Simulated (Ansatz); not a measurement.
## TiSi2: pressure against volume

Reference cell: a COD entry, its atoms then relaxed with PBE in this cell.

```cif
data_TiSi2
_symmetry_space_group_name_H-M 'Fddd:1'
_symmetry_Int_Tables_number 70
_cell_length_a 4.7730
_cell_length_b 8.2360
_cell_length_c 8.5230
_cell_angle_alpha 90.000
_cell_angle_beta 90.000
_cell_angle_gamma 90.000
loop_
_atom_site_label
_atom_site_type_symbol
_atom_site_symmetry_multiplicity
_atom_site_Wyckoff_symbol
_atom_site_fract_x
_atom_site_fract_y
_atom_site_fract_z
Ti Ti 8 b 0.7500 0.7500 0.7500
Si Si 16 f 0.2500 0.0869 0.2500
```

One atom of each set is listed; the run and its k-mesh use a cell of 6 atoms with edges of 5.93, 4.88, 4.76 Å.

All values are calculated (Ansatz; DFT, PBE, plane waves and PAW, scalar-relativistic, 420 eV cutoff, Γ-centred 13×13×13 k-points, Fermi–Dirac smearing 0.05 eV), not measured.

The cell is scaled uniformly, and the ions relax again at each size.

| V/V₀ | pressure (GPa) |
| --- | --- |
| 0.94 | ? |
| 0.96 | 9.1 |
| 0.98 | 5.5 |
| 1.00 | 2.3 |
| 1.02 | -0.6 |
| 1.04 | -3.2 |
| 1.06 | -5.6 |

**Question.** Estimate the row at V/V₀ = 0.94, the equilibrium volume and the bulk modulus.

**Answer.** pressure (GPa): 13.1. Worked: a parabola in ln(V/V₀) through the other 6 rows gives 13.1 GPa there. It crosses zero pressure at V/V₀ = 1.016, the equilibrium volume of this functional, where the bulk modulus is B = −dP/d ln V = 144 GPa. The shape of the cell is held, so in this non-cubic crystal both values are those of uniform scaling, and B is an upper bound to the hydrostatic one.
